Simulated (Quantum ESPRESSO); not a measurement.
Ge2GaN2AsO, input and log of a self-consistent run

Computed values, not a measurement. The program is pw.x of Quantum ESPRESSO 7.5 (plane-wave density functional theory). The cell is made up: 7 atoms on a wurtzite lattice with one site empty, with randomly drawn elements, strain and displacements, not relaxed. PseudoDojo standard norm-conserving files (v0.5 for PBE, v0.4.1 for LDA and PBEsol) set the functional; there is no spin polarisation, spin-orbit coupling or dispersion term, and the masses in the input are unused placeholders.

Input:

```
&control calculation='scf', pseudo_dir='./dojo.nc.sr.pbe.v0_5.standard.upf', outdir='./o', disk_io='low', tprnfor=.true., tstress=.true. /
&system ibrav=0, nat=7, ntyp=5, nbnd=42, ecutwfc=105.61755193, nosym=.true., tot_charge=0,
 occupations='smearing', smearing='fd', degauss=0.0018374661
/
&electrons conv_thr=7.350e-09, electron_maxstep=60, /
ATOMIC_SPECIES
As 1.0 As.upf
Ga 1.0 Ga.upf
Ge 1.0 Ge.upf
N 1.0 N.upf
O 1.0 O.upf
CELL_PARAMETERS angstrom
3.364 -0.0398 -0.004
-0.069 5.8274 -0.053
-0.0066 -0.05 5.567
ATOMIC_POSITIONS angstrom
Ge 1.6238 2.9067 -0.0991
Ge 1.6665 0.9302 2.7657
Ga -0.1028 3.9221 2.7741
N 0.0026 -0.0273 2.1182
As 1.6622 2.8751 2.0948
O 1.5962 0.9226 4.8758
N -0.0101 3.8447 4.8787
K_POINTS automatic
7 6 6 1 1 1
```

The log is shortened where brackets say so; the opening notice, blank lines, dates and the lines on written files are dropped, and the path of the files is cut. It prints rydbergs, bohrs and kilobars, and counts compression as positive stress. With no partly filled state, the Fermi energy that it prints is only some level between the filled and the empty states on the mesh, and need not lie in the true gap.

```
     Program PWSCF v.7.5
     Parallel version (MPI & OpenMP), running on       4 processor cores
     Number of MPI processes:                 4
     Threads/MPI process:                     1
     [start-up lines left out]
     bravais-lattice index     =            0
     lattice parameter (alat)  =       6.3575  a.u.
     unit-cell volume          =     736.2946 (a.u.)^3
     number of atoms/cell      =            7
     number of atomic types    =            5
     number of electrons       =        72.00
     number of Kohn-Sham states=           42
     kinetic-energy cutoff     =     105.6176  Ry
     charge density cutoff     =     422.4702  Ry
     scf convergence threshold =      7.3E-09
     mixing beta               =       0.7000
     number of iterations used =            8  plain     mixing
     Exchange-correlation= PBE
                           (   1   4   3   4   0   0   0)
     [axes and pseudopotential details left out]
   Cartesian axes
     site n.     atom                  positions (alat units)
         1        Ge     tau(   1) = (   0.4826650   0.8639996  -0.0294569  )
         2        Ge     tau(   2) = (   0.4953574   0.2764965   0.8220881  )
         3        Ga     tau(   3) = (  -0.0305567   1.1658213   0.8245850  )
         4        N      tau(   4) = (   0.0007728  -0.0081148   0.6296226  )
         5        As     tau(   5) = (   0.4940792   0.8546066   0.6226670  )
         6        O      tau(   6) = (   0.4744611   0.2742375   1.4493030  )
         7        N      tau(   7) = (  -0.0030022   1.1428146   1.4501650  )
     number of k points=   126  Fermi-Dirac smearing, width (Ry)=  0.0018
     Number of k-points >= 100: set verbosity='high' to print them.
     Dense  grid:   107955 G-vectors     FFT dimensions: (  45,  75,  72)
     Estimated max dynamical RAM per process >     424.20 MB
     Estimated total dynamical RAM >       1.58 GB
     Initial potential from superposition of free atoms
     starting charge      71.9954, renormalised to      72.0000
     Starting wfcs are   48 randomized atomic wfcs
     total cpu time spent up to now is       10.2 secs
     per-process dynamical memory:   364.7 Mb
     Self-consistent Calculation
     iteration #  1     ecut=   105.62 Ry     beta= 0.70
     Davidson diagonalization with overlap
     ethr =  1.00E-02,  avg # of iterations =  3.2
     total cpu time spent up to now is       36.7 secs
     total energy              =    -795.58787663 Ry
     estimated scf accuracy    <       1.70461402 Ry
     iteration #  2     ecut=   105.62 Ry     beta= 0.70
     Davidson diagonalization with overlap
     ethr =  2.37E-03,  avg # of iterations =  4.8
     total cpu time spent up to now is       61.7 secs
     total energy              =    -794.77202642 Ry
     estimated scf accuracy    <       9.33651156 Ry
     iteration #  3     ecut=   105.62 Ry     beta= 0.70
     Davidson diagonalization with overlap
     ethr =  2.37E-03,  avg # of iterations =  3.8
     total cpu time spent up to now is       85.7 secs
     total energy              =    -796.45293099 Ry
     estimated scf accuracy    <       0.53145301 Ry
     iteration #  4     ecut=   105.62 Ry     beta= 0.70
     Davidson diagonalization with overlap
     ethr =  7.38E-04,  avg # of iterations =  2.0
     total cpu time spent up to now is      105.2 secs
     total energy              =    -796.51317352 Ry
     estimated scf accuracy    <       0.09062358 Ry
     iteration #  5     ecut=   105.62 Ry     beta= 0.70
     Davidson diagonalization with overlap
     ethr =  1.26E-04,  avg # of iterations =  2.4
     total cpu time spent up to now is      125.3 secs
     total energy              =    -796.50923628 Ry
     estimated scf accuracy    <       0.03661520 Ry
     [iterations 6 to 8 left out]
     iteration #  9     ecut=   105.62 Ry     beta= 0.70
     Davidson diagonalization with overlap
     ethr =  2.22E-07,  avg # of iterations =  2.2
     total cpu time spent up to now is      213.4 secs
     total energy              =    -796.51498975 Ry
     estimated scf accuracy    <       0.00000974 Ry
     iteration # 10     ecut=   105.62 Ry     beta= 0.70
     Davidson diagonalization with overlap
     ethr =  1.35E-08,  avg # of iterations =  4.1
     total cpu time spent up to now is      236.5 secs
     total energy              =    -796.51499258 Ry
     estimated scf accuracy    <       0.00000199 Ry
     iteration # 11     ecut=   105.62 Ry     beta= 0.70
     Davidson diagonalization with overlap
     ethr =  2.76E-09,  avg # of iterations =  2.0
     total cpu time spent up to now is      256.2 secs
     total energy              =    -796.51499273 Ry
     estimated scf accuracy    <       0.00000038 Ry
     iteration # 12     ecut=   105.62 Ry     beta= 0.70
     Davidson diagonalization with overlap
     ethr =  5.25E-10,  avg # of iterations =  2.4
     total cpu time spent up to now is      275.9 secs
     total energy              =    -796.51499281 Ry
     estimated scf accuracy    <       0.00000002 Ry
     iteration # 13     ecut=   105.62 Ry     beta= 0.70
     Davidson diagonalization with overlap
     ethr =  2.84E-11,  avg # of iterations =  3.9
     total cpu time spent up to now is      299.1 secs
     End of self-consistent calculation
     Number of k-points >= 100: set verbosity='high' to print the bands.
     the Fermi energy is     8.6901 ev
!    total energy              =    -796.51499281 Ry
     estimated scf accuracy    <          4.9E-09 Ry
     smearing contrib. (-TS)   =      -0.00000000 Ry
     internal energy E=F+TS    =    -796.51499281 Ry
     The total energy is F=E-TS. E is the sum of the following terms:
     one-electron contribution =    -454.16853081 Ry
     hartree contribution      =     274.46850780 Ry
     xc contribution           =    -197.22464250 Ry
     ewald contribution        =    -419.59032730 Ry
     convergence has been achieved in  13 iterations
     Forces acting on atoms (cartesian axes, Ry/au):
     atom    1 type  3   force =     0.00792470   -0.03787885   -0.21093983
     atom    2 type  3   force =    -0.00304912   -0.33284351    0.15282350
     atom    3 type  2   force =     0.12848793    0.26089745    0.19363398
     atom    4 type  4   force =    -0.00482936    0.03466109    0.06253508
     atom    5 type  1   force =    -0.11991226    0.02922621   -0.10745595
     atom    6 type  5   force =     0.00686064    0.10514858   -0.07592941
     atom    7 type  4   force =    -0.01548252   -0.05921097   -0.01466737
     Total force =     0.595783     Total SCF correction =     0.000239
     Computing stress (Cartesian axis) and pressure
          total   stress  (Ry/bohr**3)                   (kbar)     P=       97.29
   0.00067168   0.00032235   0.00022173           98.81       47.42       32.62
   0.00032235   0.00099862  -0.00013397           47.42      146.90      -19.71
   0.00022173  -0.00013397   0.00031379           32.62      -19.71       46.16
     init_run     :      9.58s CPU     10.05s WALL (       1 calls)
     electrons    :    287.96s CPU    288.95s WALL (       1 calls)
     forces       :      2.75s CPU      2.77s WALL (       1 calls)
     stress       :     10.13s CPU     10.15s WALL (       1 calls)
     [timing details left out]
     PWSCF        :   5m10.63s CPU   5m12.27s WALL
     JOB DONE.
```

In other units: free energy -10837.139 eV for the cell, pressure 9.73 GPa, largest force component 8.558 eV/Å. This run is the check on a run of the same cell at 1143 eV and a 5 x 4 x 4 mesh: rerunning at 1437 eV and a 7 x 6 x 6 mesh moved values by no more than 0.021 eV in energy, 0.23 GPa in stress and 0.007 eV/Å in force.